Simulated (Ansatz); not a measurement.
# Phases of Te at 20 GPa

Structure types of Te are relaxed in primitive cells with their symmetry kept at 20 GPa, first on PAW files, then by LAPW. The enthalpy is E + pV at zero temperature, without zero-point motion. Only the types listed were tried, and differences under about 5 meV/atom are mesh noise. Not among the end structures: fcc, which may lie lower.

All numbers are PBEsol results (scalar-relativistic) from Ansatz 0.2.0, with Fermi–Dirac smearing of 0.1 eV, no spin polarisation. Methods: LAPW: all electrons, basis error target 0.5 meV/atom; PAW: frozen-core files, cutoff 420 eV.

k meshes: bcc 15×15×15, hcp 14×14×8, diamond 11×11×11, sc 13×13×13, simple hexagonal 14×14×13.

Spin–orbit coupling is left out, which matters for the heavy atoms. The PAW files were made under PBE.

Task: Order the types by LAPW enthalpy, lowest first.
A. simple hexagonal
B. diamond
C. hcp
D. bcc
E. sc

Result: D (0 meV/atom), C (15 meV/atom), A (191 meV/atom), E (224 meV/atom), B (1770 meV/atom).

```csv
start type,ends as,"a, b, c (Å)",V (Å³/atom),"H − H(lowest), LAPW (meV/atom)","same, PAW"
bcc,"bcc, Im-3m","3.544, 3.544, 3.544",22.25,0.0,0.0
hcp,"hcp, P6_3/mmc","3.312, 3.312, 4.701",22.33,14.5,14.6
diamond,"diamond, Fd-3m","6.328, 6.328, 6.328",31.68,1770.0,1770.0
sc,"sc, Pm-3m","2.937, 2.937, 2.937",25.33,224.3,224.2
simple hexagonal,"simple hexagonal, P6/mmm","3.087, 3.087, 2.908",24.00,190.9,190.8
```

Task: Split the lead of bcc over hcp into energy and pV.

Result: For hcp less bcc: ΔE = +4.8 meV/atom, and p·ΔV = 20 GPa × +0.0778 Å³ × 6.242 meV/(GPa·Å³) = +9.7 meV/atom, together 14.5 meV/atom. bcc wins on both counts.
